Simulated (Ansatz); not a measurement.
Consider the following.

BW:
```cif
data_B2W2
_chemical_formula_sum 'B2 W2'
_space_group_name_H-M_alt 'P 1'
_space_group_IT_number 1
_cell_length_a 4.48871
_cell_length_b 4.48871
_cell_length_c 3.05924
_cell_angle_alpha 90.000
_cell_angle_beta 90.000
_cell_angle_gamma 139.117
loop_
_space_group_symop_operation_xyz
  'x, y, z'
loop_
_atom_site_label
_atom_site_type_symbol
_atom_site_fract_x
_atom_site_fract_y
_atom_site_fract_z
_atom_site_occupancy
B1 B 0.56067 0.43933 0.75000 1
B2 B 0.43933 0.56067 0.25000 1
W1 W 0.85511 0.14489 0.75000 1
W2 W 0.14489 0.85511 0.25000 1
```

This is the LDA-relaxed structure.

Q: All from plane-wave PAW LDA (Ansatz code), unless another level is named. Predict the electronic character.

A: metallic (no gap).

Q: What about the density of states at the Fermi level?

A: 0.40 states/eV per atom (mean over ±0.08 eV).

Q: Give the formation energy from the elements (no fitted shifts).

A: -0.41 eV/atom.

Space group Cmcm. The first step of the workflow began from a Materials Project structure, measured or hypothetical; the Crystallography Open Database copy checked does not list it. COD files the formula under space group No. 141. Its standing as an ambient phase is unchecked. The cell was relaxed with LDA under the symmetry of its start; its stability against distortions is not shown here. No spin polarisation was allowed. The references are the lowest solids computed at this level, not always the standard phases. Spin–orbit coupling is left out wherever it is not named.

Potentials: the later of the program's two PAW sets.
